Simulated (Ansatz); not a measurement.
BP (zinc blende, F-43m), the program Ansatz at the PBE level (PAW). The conduction-band minimum lies on the Γ–X line, 83 % of the way from Γ, with 6 equivalent valleys. Second derivatives d²E/dk² of the lowest band at one valley (eV·Å²), along Cartesian directions:

```json
[
 {"direction": "[100]", "d²E/dk²": "5.939"},
 {"direction": "[010]", "d²E/dk²": "33.61"},
 {"direction": "[001]", "d²E/dk²": "33.61"},
 {"direction": "[110]", "d²E/dk²": "19.78"},
 {"direction": "[101]", "d²E/dk²": "19.78"},
 {"direction": "[011]", "d²E/dk²": "33.53"}
]
```

**Question.** Find the principal effective masses, the density-of-states mass and the conductivity mass.

**Answer.** Off-diagonal terms follow from H_xy = H[110] − (H_xx + H_yy)/2, and m*/mₑ = 7.620 eV·Å² over each eigenvalue: 0.23, 0.23, 1.3. One valley's DOS mass (m₁m₂m₃)^(1/3) = 0.40, conductivity mass 3/(Σ 1/mᵢ) = 0.31 mₑ.

**Question.** What effective density of states Nc follows at 300 K for parabolic valleys?

**Answer.** Nc = 2.509e19 × 6 × (0.40)^(3/2) ≈ 3.8e19 cm⁻³.

The PBE relaxation kept the symmetry of its start.

Potentials: the later of the program's two PAW sets.

Edges and masses are those of Kohn–Sham bands, whose gap is no quasiparticle gap.
